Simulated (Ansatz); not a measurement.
SiO$_{2}$:
```yaml
crystal:
  lattice:
    - [4.94920, 0.00000, 0.00000]
    - [-2.47460, 4.28613, 0.00000]
    - [0.00000, 0.00000, 5.44188]
  atoms:
    - { symbol: Si, position: [0.52964, 0.52964, 0.00000] }
    - { symbol: Si, position: [0.47036, 0.00000, 0.33333] }
    - { symbol: Si, position: [0.00000, 0.47036, 0.66667] }
    - { symbol: O, position: [0.26694, 0.41251, 0.78550] }
    - { symbol: O, position: [0.58749, 0.85443, 0.11884] }
    - { symbol: O, position: [0.14557, 0.73306, 0.45217] }
    - { symbol: O, position: [0.41251, 0.26694, 0.21450] }
    - { symbol: O, position: [0.85443, 0.58749, 0.88116] }
    - { symbol: O, position: [0.73306, 0.14557, 0.54783] }
```

Cartesian axes are those of the cell as given.

Give the proper piezoelectric stress tensor with relaxed ions from PBEsol (plane waves, PAW; program Ansatz).

In C/m², rows x, y, z, Voigt columns; mesh uncertainty up to 0.00.
```
 0.17  -0.17   0.00  -0.04   0.00   0.00
 0.00   0.00   0.00   0.00   0.04  -0.17
 0.00   0.00   0.00   0.00   0.00   0.00
```

The elastic tensor of the same run (GPa):

```tsv
	1	2	3	4	5	6
1	75.7	4.7	8.4	-17.6	0.0	0.0
2	4.7	75.7	8.4	17.6	0.0	0.0
3	8.4	8.4	93.0	0.0	0.0	0.0
4	-17.6	17.6	0.0	53.3	0.0	0.0
5	0.0	0.0	0.0	0.0	53.3	-17.6
6	0.0	0.0	0.0	0.0	-17.6	35.5
```

Convert to strain constants d = e·S.

In pC/N:
```
 2.6  -2.6   0.0   0.9   0.0   0.0
 0.0   0.0   0.0   0.0  -0.9  -5.2
 0.0   0.0   0.0   0.0   0.0   0.0
```

Space group P3_121. The PBEsol relaxation kept the symmetry of its start.

Potentials: the earlier of the program's two PAW sets.
